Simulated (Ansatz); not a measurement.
Compressing SnBi$_{3}$: a fit and a missing row

SnBi$_{3}$, Fm-3m, a = 7.853 Å. The structure is a Materials Project entry; whether it is the stable form wasn't checked. Ansatz: r2SCAN, PAW, 500 eV, Γ-centred 10×10×10 mesh on 4 atoms, Gaussian smearing 0.10 eV; no spin polarisation. Symmetry fixes shape and atoms, so the cell is only scaled; pressure is positive in compression.

| V (Å³/atom) | P (GPa) |
| --- | --- |
| 26.632 | ? |
| 27.540 | 6.20 |
| 28.448 | 3.74 |
| 29.356 | 1.69 |
| 30.264 | -0.01 |
| 31.172 | -1.43 |
| 32.079 | -2.63 |
| 33.290 | -3.97 |

**Question.** Take V0 = 30.264 Å³/atom, count pressures from its P0 = -0.01 GPa, fit the third-order Birch–Murnaghan form to the other rows, and predict the missing pressure.

**Answer.** With the Eulerian strain f = ½[(V0/V)^(2/3) − 1] and y = (P − P0)/[3f(1 + 2f)^(5/2)], the form is the line y = B0 + 1.5 B0 (B0′ − 4) f. Rows (f, y): 0.03245, 54.5; 0.02106, 53.5; 0.01026, 52.5; -0.00976, 50.9; -0.01904, 50.5; -0.03078, 50.3. Means f = 0.0006983, y = 52.033; Σ(Δf)² = 0.003004, ΣΔfΔy = 0.2093; the slope is their ratio. y = 51.98 + 69.68 f GPa, so B0 = 52.0 GPa and B0′ = 4 + 2 × (69.68)/(3 × 51.98) = 4.89. At V = 26.632, f = 0.04448, y = 55.08 and P = 9.09 GPa. The run gave 9.13 GPa, so the fit is 0.04 GPa too low, a small miss on the scale of the series.

Spin–orbit coupling is left out, which can shift energies with elements as heavy as these.